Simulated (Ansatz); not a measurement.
## Zr (hcp, Mg type): frozen-phonon scan

Zr (hcp, Mg type)

```
CELL_PARAMETERS angstrom
      6.49182     0.00000     0.00000
     -1.62295     2.81104     0.00000
      0.00000     0.00000     5.15116
ATOMIC_POSITIONS crystal
  Zr 0.16667 0.66667 0.75000
  Zr 0.66667 0.66667 0.75000
  Zr 0.33333 0.33333 0.25000
  Zr 0.83333 0.33333 0.25000
```

The atoms are displaced by Q × the pattern below (from a DFPT mode at M = (0.5, 0.0, 0.0), largest move 1; Q in Å), at fixed cell. (q is in reciprocal vectors of the primitive cell; the cell shown is doubled to hold the pattern.)

| atom | x | y | z |
|---|---|---|---|
| Zr1 | 0.000 | 0.000 | -1.000 |
| Zr2 | 0.000 | 0.000 | 1.000 |
| Zr3 | 0.000 | 0.000 | -1.000 |
| Zr4 | 0.000 | 0.000 | 1.000 |

Computed with r2SCAN (plane waves to 500 eV, PAW, scalar-relativistic; Ansatz, a first-principles code). k mesh 8×16×9 (Γ-centred), Fermi-Dirac smearing 0.05 eV. The energy includes the smearing's −TS. With partly filled bands, energies and forces of such displacements shift with the k mesh and the smearing. The PAW data are Ansatz's earlier set. Zr is run without spin polarisation. Zr was relaxed with its symmetry unable to fall. ΔE is measured from the undisplaced structure.

```
Q (Å)   ΔE (eV/cell)  −dE/dQ from forces (eV/Å)
------  ------------  -------------------------
-0.180         0.162                      1.931
-0.150         0.111                      1.538
-0.120         0.070                      1.198
-0.090         0.039                      0.878
-0.060         0.017                      0.570
-0.030         0.004                      0.279
0.000          0.000                      0.000
0.030          0.004                     -0.279
0.060          0.017                     -0.570
0.090          0.039                     -0.878
0.120          0.070                     -1.198
0.150          0.111                     -1.538
0.180          0.162                     -1.931
```

Key numbers:

* **Energy at Q = 0.180 Å**: 162 meV/cell
* **Space group of the distorted cell**: Pnnm (No. 58), lowered from P6_3/mmc
* **Symmetry of the curve**: even: the same for both signs
* **Shape of the curve**: a single well with its minimum at or next to zero displacement
* **Harmonic wavenumber from the curvature (finite differences)**: 83 cm⁻¹
* **Wavenumber by perturbation theory (DFPT, on another k mesh)**: 83 cm⁻¹

(A displaced cell: forces are minus the slopes of the energy, force constants its curvatures, and phonons follow from these.)
